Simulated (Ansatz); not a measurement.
Input:

Starting cell, Mg (hcp, Mg type):

```xyz
4
Lattice="3.1745 0.0000 0.0000 -1.5873 2.7492 0.0000 0.0000 0.0000 10.3699" Properties=species:S:1:pos:R:3 pbc="T T T"
Mg     0.0000     1.8328     3.8887
Mg     0.0000     1.8328     9.0737
Mg     1.5873     0.9164     1.2962
Mg     1.5873     0.9164     6.4812
```

The atoms are displaced by Q × the pattern below (from a DFPT mode at A = (0.0, 0.0, 0.5), largest move 1; Q in Å), at fixed cell. It is one choice among 4 degenerate patterns. (q is in reciprocal vectors of the primitive cell; the cell shown is doubled to hold the pattern.)

```
atom      x       y      z
----  -----  ------  -----
Mg3   0.000   1.000  0.000
Mg4   0.000  -1.000  0.000
```

Atoms not listed stay in place.

The numbers are results of r2SCAN (plane waves to 500 eV, PAW, scalar-relativistic; Ansatz, an electronic-structure program), not measurements. k mesh 17×17×5 (Γ-centred), Fermi-Dirac smearing 0.05 eV. The energy includes the smearing's −TS. With partly filled bands, energies and forces of such displacements shift with the k mesh and the smearing. Mg was relaxed with its symmetry unable to fall. The PAW data are Ansatz's earlier set. The zero of ΔE is the undisplaced structure.

The scan covers Q from -0.180 to 0.180 Å in 13 points.

Which space group does the distorted structure have?

Amm2 (No. 38), lowered from P6_3/mmc.

What is the energy change at Q = 0.180 Å?

28.0 meV/cell.

What harmonic wavenumber does the curvature at Q = 0 give?

99 cm⁻¹.

(For displaced atoms, the force is minus the slope of the energy, and its curvature is a force constant, which sets phonon frequencies.)
